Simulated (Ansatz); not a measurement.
NiO in space group P4/nmm (No. 129; Ni on 2c, O on 2a), PBE in the plane-wave PAW code Ansatz, all energies at zero smearing, with the estimated change up to a 700 eV cutoff added, with one set of potentials and settings (totals compare only within such a set). Cell of 4 atoms (2 Ni, 2 O): -12811.276 eV.

| element | reference phase | E (eV/atom) |
|---|---|---|
| Ni | Fm-3m, 1 atoms in the cell, spin-polarised | -5839.7239 |
| O | C2/m, 4 atoms in the cell, spin-polarised | -565.0000 |

Formation energy per atom, worked out: (-12811.276 − 2×(-5839.7239) − 2×(-565.0000))/4 = -0.457 eV/atom (-44 kJ per mol of atoms), at 0 K, without zero-point energy or fitted corrections.

A made-up cell: these elements were put on the sites of a structure type; neither database checked (COD, Materials Project) lists it. It is not the phase usual at ambient conditions (space group No. 225). Symmetry was held in the PBE relaxation; its stability against distortions is not shown here. The workflow began spin-polarised and lost its moments. No Hubbard U is applied. The references are the lowest solids computed at this level, not always the standard phases (solids in place of the gases).

Potentials: the later of the program's two PAW sets.
